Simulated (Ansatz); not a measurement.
IrC:
```xyz
2
Lattice="3.0441 0.0000 0.0000 -1.5221 2.6363 0.0000 0.0000 0.0000 2.6674" Properties=species:S:1:pos:R:3 pbc="T T T"
Ir     0.0000     0.0000     0.0000
C      0.0000     1.7575     1.3337
```

Relaxed with PBE. Special points in fractions of this cell's reciprocal vectors: Γ (0.000, 0.000, 0.000); M (0.500, 0.000, 0.000); K (0.333, 0.333, 0.000); A (0.000, 0.000, 0.500); L (0.500, 0.000, 0.500); H (0.333, 0.333, 0.500).

### Question
List the band energies nearest the Fermi level at these points for PBE (plane waves, PAW; program Ansatz).

### Answer
In eV from the Fermi level; about four levels below and three above (degenerate sets whole), none deeper than 8.9 eV; … stands for higher levels left out; points with the same levels are listed once.

```json
[
 {"k": "Γ", "below": "-6.17 -6.17 -1.46 -1.46 -0.41", "above": "2.77 2.77 …"},
 {"k": "M", "below": "-3.32 -1.84 -0.66 -0.43", "above": "3.92 …"},
 {"k": "K", "below": "-2.70 -2.53 -2.51 -0.52", "above": "4.79 …"},
 {"k": "A", "below": "-5.62 -5.62 -3.74 -3.74", "above": "0.90 1.55 1.55"},
 {"k": "L", "below": "-7.18 -5.88 -1.94 -1.03", "above": "0.06 2.27 4.84"},
 {"k": "H", "below": "-7.49 -3.65 -3.32 -0.48", "above": "1.06 2.33 5.46"}
]
```

Space group P-6m2. The start of the workflow was typed in or built on a structure type; neither database checked (COD, Materials Project) lists it. Its standing as an ambient phase is unchecked. The cell was relaxed with PBE under the symmetry of its start; whether a distortion lowers the energy is not shown. No spin polarisation was allowed. Its formation energy is positive at this level, so the cell may be metastable or incomplete. Spin–orbit coupling is left out wherever it is not named.

Potentials: the earlier of the program's two PAW sets.
